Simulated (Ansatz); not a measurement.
The elements of this relaxed trial crystal are hidden behind letters.

```
lattice vectors (Å)
   2.9318    0.0000    0.0000
  -1.4659    2.5391    0.0000
   0.0000    0.0000    5.5248
fractional positions
X 0.0000 0.0000 0.5000
Z 0.0000 0.0000 0.0000
Q 0.6667 0.3333 0.1840
Q 0.3333 0.6667 0.8160
```

Theory: DFT PBE, scalar-relativistic, plane waves, PAW (Ansatz). Settings of the last relaxation (4-atom cell): 420 eV, 18×18×8 k points, Gaussian smearing of 0.10 eV, no spin polarisation.

* Space group: P-3m1 (No. 164)
* Conventional cell: a = 2.932 Å, c = 5.525 Å
* Volume per atom: 10.28 Å³
* Density: 9.33 g/cm³
* Formation energy: −0.72 eV/atom
* Gap on the 18×18×8 mesh of the 4-atom cell: 0 eV (a metal)

Energies are uncorrected and count from the elements' standard states at the same level.

Question: X is a lanthanide, Z is a p-block element of period 3 and Q is a p-block element of period 2. Which elements are they?

Answer: X = Lu, Z = Si, Q = N, so the formula is LuSiN2. Density times volume gives a mean mass of 9.33 × 10.28/1.6605 = 57.8 u per atom, and this set has 57.8 u. Around Lu lie 6 N at 2.43 Å, 2 Si at 2.76 Å and 6 Lu at 2.93 Å; Si has 6 N at 1.97 Å and 2 Lu at 2.76 Å; N is surrounded by 3 Si at 1.97 Å and 3 Lu at 2.43 Å. Other sets within the hints have nearly the same mass, so mass alone doesn't settle it; this one was computed.

An odd number of electrons in the primitive cell allows no gap without spin; a larger cell or a magnetic state could open one. The cell is a metal run without spin; a magnetic state may lie lower. A structure relaxed within its symmetry needn't be a true minimum.
